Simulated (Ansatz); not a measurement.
A relaxation computed with Ansatz, from input to last step.

```yaml
crystal:
  lattice:
    - [5.3082486321, 0.0, 0.0]
    - [-2.654124316, 4.597078165, 0.0]
    - [0.0, 0.0, 4.2606885492]
  atoms:
    - { symbol: Be, position: [0.3333333333, 0.6666666667, 0.25] }
    - { symbol: Be, position: [0.6666666667, 0.3333333333, 0.75] }
    - { symbol: Ru, position: [0.833, 0.666, 0.25] }
    - { symbol: Ru, position: [0.167, 0.833, 0.75] }
    - { symbol: Ru, position: [0.334, 0.167, 0.25] }
    - { symbol: Ru, position: [0.167, 0.334, 0.75] }
    - { symbol: Ru, position: [0.833, 0.167, 0.25] }
    - { symbol: Ru, position: [0.666, 0.833, 0.75] }
basis:
  ecutwfc: 420
kpoints:
  mp_grid: { grid: [6, 6, 4] }
hamiltonian:
  xc: pbe
scf:
  occupations: { method: gaussian, width: 0.1 }
  lower_state_search: "off"
output:
  forces: true
  stress: true
  eigenvalues: true
relax:
  adjacent_minimum: "off"
  f_tol: 0.04
  max_steps: 70
  cell: { stress_tol: 0.4 }
```

```bash
ansatz run input.yaml --threads 1 --pin off --max-ram 2560MiB --backend cpu --events-out ev --progress --plain --runs-dir out
```

Theory: Ansatz, DFT PBE, scalar-relativistic, plane waves, PAW.

Of 5 frames 5 are shown, positions in Å and forces in eV/Å; the SCF threshold varies from step to step. Steps run on the plane waves of an earlier cell, with a Pulay correction in the pressure. The basis is chosen afresh for the last frame, the zero of the energies, and at times for earlier ones too; energy and pressure step there, also at an unchanged geometry.

```xyz
8
Lattice="5.3082 0.0000 0.0000 -2.6541 4.5971 0.0000 0.0000 0.0000 4.2607" Properties=species:S:1:pos:R:3:forces:R:3 pbc="T T T" step=1 free_energy_over_end_meV_per_atom=31.14 pressure_GPa=-4.27
Be    0.0000    3.0647    1.0652    0.0000    0.0000    0.0000
Be    2.6541    1.5324    3.1955    0.0000    0.0000    0.0000
Ru    2.6541    3.0617    1.0652    0.0000   -1.3486    0.0000
Ru   -1.3244    3.8294    3.1955    1.1679   -0.6743    0.0000
Ru    1.3297    0.7677    1.0652    1.1679    0.6743    0.0000
Ru    0.0000    1.5354    3.1955    0.0000    1.3486    0.0000
Ru    3.9785    0.7677    1.0652   -1.1679    0.6743    0.0000
Ru    1.3244    3.8294    3.1955   -1.1679   -0.6743    0.0000
8
Lattice="5.2370 0.0000 0.0000 -2.6185 4.5354 0.0000 0.0000 0.0000 4.1913" Properties=species:S:1:pos:R:3:forces:R:3 pbc="T T T" step=2 free_energy_over_end_meV_per_atom=9.87 pressure_GPa=6.39
Be    0.0000    3.0236    1.0478    0.0000    0.0000    0.0000
Be    2.6185    1.5118    3.1435    0.0000    0.0000    0.0000
Ru    2.6185    2.9515    1.0478    0.0000    0.6516    0.0000
Ru   -1.2468    3.7434    3.1435   -0.5643    0.3258    0.0000
Ru    1.3717    0.7919    1.0478   -0.5643   -0.3258    0.0000
Ru    0.0000    1.5839    3.1435    0.0000   -0.6516    0.0000
Ru    3.8653    0.7919    1.0478    0.5643   -0.3258    0.0000
Ru    1.2468    3.7434    3.1435    0.5643    0.3258    0.0000
8
Lattice="5.3092 0.0000 0.0000 -2.6546 4.5979 0.0000 0.0000 0.0000 4.2137" Properties=species:S:1:pos:R:3:forces:R:3 pbc="T T T" step=3 free_energy_over_end_meV_per_atom=1.04 pressure_GPa=-2.62
Be    0.0000    3.0653    1.0534    0.0000    0.0000    0.0000
Be    2.6546    1.5326    3.1603    0.0000    0.0000    0.0000
Ru    2.6546    3.0093    1.0534    0.0000    0.0007    0.0000
Ru   -1.2788    3.8036    3.1603   -0.0006    0.0004    0.0000
Ru    1.3758    0.7943    1.0534   -0.0006   -0.0004    0.0000
Ru    0.0000    1.5886    3.1603    0.0000   -0.0007    0.0000
Ru    3.9334    0.7943    1.0534    0.0006   -0.0004    0.0000
Ru    1.2788    3.8036    3.1603    0.0006    0.0004    0.0000
8
Lattice="5.2869 0.0000 0.0000 -2.6434 4.5785 0.0000 0.0000 0.0000 4.2046" Properties=species:S:1:pos:R:3:forces:R:3 pbc="T T T" step=4 free_energy_over_end_meV_per_atom=-0.13 pressure_GPa=0.03
Be    0.0000    3.0524    1.0511    0.0000    0.0000    0.0000
Be    2.6434    1.5262    3.1534    0.0000    0.0000    0.0000
Ru    2.6434    2.9971    1.0511    0.0000    0.0093    0.0000
Ru   -1.2738    3.7878    3.1534   -0.0080    0.0046    0.0000
Ru    1.3696    0.7907    1.0511   -0.0080   -0.0046    0.0000
Ru    0.0000    1.5815    3.1534    0.0000   -0.0093    0.0000
Ru    3.9172    0.7907    1.0511    0.0080   -0.0046    0.0000
Ru    1.2738    3.7878    3.1534    0.0080    0.0046    0.0000
8
Lattice="5.2869 0.0000 0.0000 -2.6434 4.5785 0.0000 0.0000 0.0000 4.2046" Properties=species:S:1:pos:R:3:forces:R:3 pbc="T T T" step=5 free_energy_over_end_meV_per_atom=0.00 pressure_GPa=0.04
Be    0.0000    3.0524    1.0511    0.0000    0.0000    0.0000
Be    2.6434    1.5262    3.1534    0.0000    0.0000    0.0000
Ru    2.6434    2.9971    1.0511    0.0000    0.0092    0.0000
Ru   -1.2738    3.7878    3.1534   -0.0080    0.0046    0.0000
Ru    1.3696    0.7907    1.0511   -0.0080   -0.0046    0.0000
Ru    0.0000    1.5815    3.1534    0.0000   -0.0092    0.0000
Ru    3.9172    0.7907    1.0511    0.0080   -0.0046    0.0000
Ru    1.2738    3.7878    3.1534    0.0080    0.0046    0.0000
```

The start puts this composition into another compound's structure type, which needn't suit it. At the end the space group is P6_3/mmc (tolerance 0.05 Å).

The run took 41 s on 1 thread of Arm Neoverse V1, on a shared host, peak memory 0.41 GiB.

The k mesh is coarse.